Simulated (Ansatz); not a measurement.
**Where the states of Sn lie**

```
CELL_PARAMETERS angstrom
-2.91585 2.91585 1.59065
2.91585 -2.91585 1.59065
2.91585 2.91585 -1.59065
ATOMIC_POSITIONS crystal
Sn 0.00000 0.00000 0.00000
Sn 0.75000 0.25000 0.50000
```

The cell is COD entry 1534488, as deposited and not checked against the literature; nothing was relaxed.

Spin–orbit coupling is left out, though it moves levels of the heavy atoms by tenths of an eV or more.

Computed with Ansatz 0.2.0, DFT, LDA, all-electron LAPW, scalar-relativistic.

Settings: a Γ-centred 15×15×15 k mesh, Fermi–Dirac smearing of 0.05 eV, basis error target 0.5 meV/atom, no spin polarisation.

States per eV and cell, averaged over 0.6 eV, from -5.8 to 2.4 eV, with energies (bin centres) from the Fermi level; empty bins are left out. 

```tsv
E (eV)	total
-5.6	0.61
-5.0	0.46
-4.4	0.40
-3.8	0.62
-3.2	0.93
-2.6	0.91
-2.0	1.04
-1.4	1.35
-0.8	1.10
-0.2	0.96
0.4	0.95
1.0	0.98
1.6	0.93
2.2	1.07
```
